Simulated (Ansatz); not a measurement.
# What spin–orbit coupling does to the bands of AsAu

```xyz
2
Lattice="0.0000 2.9203 2.9203 2.9203 0.0000 2.9203 2.9203 2.9203 0.0000" Properties=species:S:1:pos:R:3 pbc="T T T"
Au    0.0000    0.0000    0.0000
As    1.4601    1.4601    1.4601
```

Atoms are numbered in the order listed.

Conventional cell: a = 5.841 Å, b = 5.841 Å, c = 5.841 Å, α = 90.00°, β = 90.00°, γ = 90.00°. Around Au (atom 1) lie 4 As at 2.53 Å. Around As (atom 2) lie 4 Au at 2.53 Å.

The cell was built from the zincblende type and relaxed in the same program, and has space group F-43m; it needn't be a known or the stable phase.

Methods: DFT, PBE, all-electron LAPW, scalar-relativistic (Ansatz 0.2.0); DFT, PBE, all-electron LAPW, Dirac equation with spin-orbit coupling (Ansatz 0.2.0).

Sampling and basis: a Γ-centred 11×11×11 k mesh, Fermi–Dirac smearing of 0.08 eV, basis error target 0.25 meV/atom, no spin polarisation.

Levels between -6 and 4 eV, each run counted from its own valence-band top where it has a gap, else its Fermi level. Scalar levels are listed once for both spins; with the coupling every spinor state is counted. Levels near the edges of the range can cross them.

Question: At Γ (0.000, 0.000, 0.000) the scalar-relativistic levels are -5.54 (×3), -4.23 (×2), 1.60, 2.63 (×3). What are they with spin–orbit coupling?

Answer: -5.20 (×2), -4.04 (×4), 1.60 (×2), 2.55 (×2), 2.67 (×4).

Question: At U (-0.375, -0.375, 0.250) the scalar-relativistic levels are -5.59, -4.84, -4.64, -4.15, -4.13, -3.27, -1.76, -0.37. What are they with spin–orbit coupling?

Answer: -5.95, -5.73, -5.38, -5.06, -4.99, -4.61, -4.32, -4.13, -3.81, -3.66, -3.20, -2.90, -1.94, -1.54, -0.45, -0.30.

Question: At L (0.000, 0.000, 0.500) the scalar-relativistic levels are -5.28 (×2), -5.00, -4.13 (×2), -3.76, 0.99 (×2), 3.04. What are they with spin–orbit coupling?

Answer: -5.90 (×2), -5.08 (×2), -5.01 (×2), -4.76 (×2), -3.73 (×2), -3.32 (×2), 0.88 (×2), 1.07 (×2), 3.03 (×2).
